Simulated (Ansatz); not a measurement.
The start is a generated trial cell of Hf in the AFLOW prototype A_cI16_220_c (as in Li). A full variable-cell relaxation at zero pressure is run with r2SCAN (plane waves to 500 eV, PAW, scalar-relativistic; Ansatz, a program for electronic structure). The first steps use a coarse 7×7×7 k-mesh.

Starting cell:
```
CELL_PARAMETERS angstrom
     -3.55409     3.55409     3.55409
      3.55409    -3.55409     3.55409
      3.55409     3.55409    -3.55409
ATOMIC_POSITIONS crystal
  Hf 0.40200 0.40200 0.40200
  Hf 0.50000 0.00000 0.09800
  Hf 0.00000 0.09800 0.50000
  Hf 0.09800 0.50000 0.00000
  Hf 0.90200 0.90200 0.90200
  Hf 0.50000 0.00000 0.59800
  Hf 0.00000 0.59800 0.50000
  Hf 0.59800 0.50000 0.00000
```

Q: How large is the pressure on the unrelaxed cell, and of which sign?

A: +3.0 GPa (positive: the cell is compressed).

Q: How do the shortest distances between atoms change?

A: The closest pairs of elements (up to four, under 3.6 Å), start → end: Hf–Hf 2.94 → 3.08 Å.

Q: What band gap does the relaxed structure have at this level?

A: Zero (metallic).

The space group stays I-43d (No. 220) (the run could not lower it); the end is AFLOW prototype A_cI16_220_c (as in Li), with 8 atoms in the primitive cell. Final values are on a 9×9×9 k-mesh of the relaxed cell. No spin polarisation in the result.

The run could not lose the symmetry of its start: the end is stationary, and may be a saddle point rather than a minimum.

The relaxed structure here is a generated cell of Hf: the first start was made by placing the elements on the sites of a structure type, and the end was not matched to a known phase here, so it may be hypothetical. Known forms of Hf include space group No. 194.
